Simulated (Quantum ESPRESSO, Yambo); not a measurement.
LiC (space group Immm, No. 71) under isotropic strain (on all lattice vectors), counted from the cell relaxed with PBEsol, atoms relaxed at each step. norm-conserving PBEsol (Quantum ESPRESSO, 82 Ry, scalar-relativistic); G0W0 in Yambo (6×6×6 Γ-centred k mesh, bands 3 to 82 and a 8 Ry block in the screening, 82 bands in G with the Bruneval-Gonze terminator, plasmon pole fitted at 27.2 eV).

```tsv
strain (%)	PBEsol gap (eV)	kind	G0W0 direct gap (eV)
-3	2.95	indirect	5.49 at Γ
-1.5	3.05	indirect	5.63 at Γ
-0.7	?	indirect	?
0	3.14	indirect	5.76 at Γ
+1	3.20	indirect	5.84 at Γ
+2	3.25	indirect	5.92 at Γ
```

### Question
Estimate the withheld gaps from the other strains; the computed values follow.

### Answer

- -0.7, PBEsol gap (eV): 3.10
- -0.7, G0W0 direct gap (eV): 5.70 at Γ

GW, BSE and RPA settings are held fixed; their convergence isn't established. Strains are linear. The screening block changes size along the series (113 vectors at -3 %, 119 vectors at -1.5 %, 127 vectors at -0.7 %, 127 vectors at +0 %, 127 vectors at +1 %, 147 vectors at +2 %), which puts steps into the G0W0 values.  Axes are Cartesian, with cell vectors (Å) (-1.79, 2.40, 2.65), (1.79, -2.40, 2.65), (1.79, 2.40, -2.65).
